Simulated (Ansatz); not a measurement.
Relaxed-ion elastic tensor of Be3N2 in space group R3m (No. 160; Pearson symbol hR5) in GPa (Voigt order), PBEsol in the plane-wave PAW code Ansatz; density 2.71 g/cm³, 6.76 Å³ per atom.

|  | 1 | 2 | 3 | 4 | 5 | 6 |
|---|---|---|---|---|---|---|
| 1 | 460 | 133 | 86.9 | -3.9 | 0.0 | 0.0 |
| 2 | 133 | 460 | 86.9 | 3.9 | 0.0 | 0.0 |
| 3 | 86.9 | 86.9 | 417 | 0.0 | 0.0 | 0.0 |
| 4 | -3.9 | 3.9 | 0.0 | 154 | 0.0 | 0.0 |
| 5 | 0.0 | 0.0 | 0.0 | 0.0 | 154 | -3.9 |
| 6 | 0.0 | 0.0 | 0.0 | 0.0 | -3.9 | 164 |

Question: Is the crystal mechanically stable?

Answer: Yes: the smallest eigenvalue of C is 153 GPa.

Question: Work out the Voigt, Reuss and Hill averages.

Answer: K_V = 217, K_R = 215, K_H = 216; G_V = 163, G_R = 162, G_H = 163 GPa.

Question: Give Young's modulus, Poisson's ratio, Pugh's ratio and the universal anisotropy index.

Answer: E = 9KG/(3K + G) = 390 GPa; ν = 0.20; K/G = 1.33 (brittle by the Pugh limit of 1.75); A_U = 5G_V/G_R + K_V/K_R − 6 = 0.03.

Question: Estimate the sound speeds and the Debye temperature.

Answer: v_l = √((K + 4G/3)/ρ) = 12600 m/s, v_t = √(G/ρ) = 7760 m/s, mean 8560 m/s; Θ = (h/k)(3n/4πV)^(1/3) v_m = 1350 K.

Question: How much does each axis shrink under pressure?

Answer: Linear compressibilities β_i = Σ_j S_ij (j = 1 to 3): x 1.4, y 1.4, z 1.8 per TPa.

The workflow started from a Materials Project entry (that database holds measured and hypothetical structures alike); the Crystallography Open Database copy checked does not list it. COD files the formula under space group No. 206. Whether it is the stable phase at ambient conditions was not checked. Symmetry was held in the PBEsol relaxation; its stability against distortions is not shown here.

Potentials: the later of the program's two PAW sets.
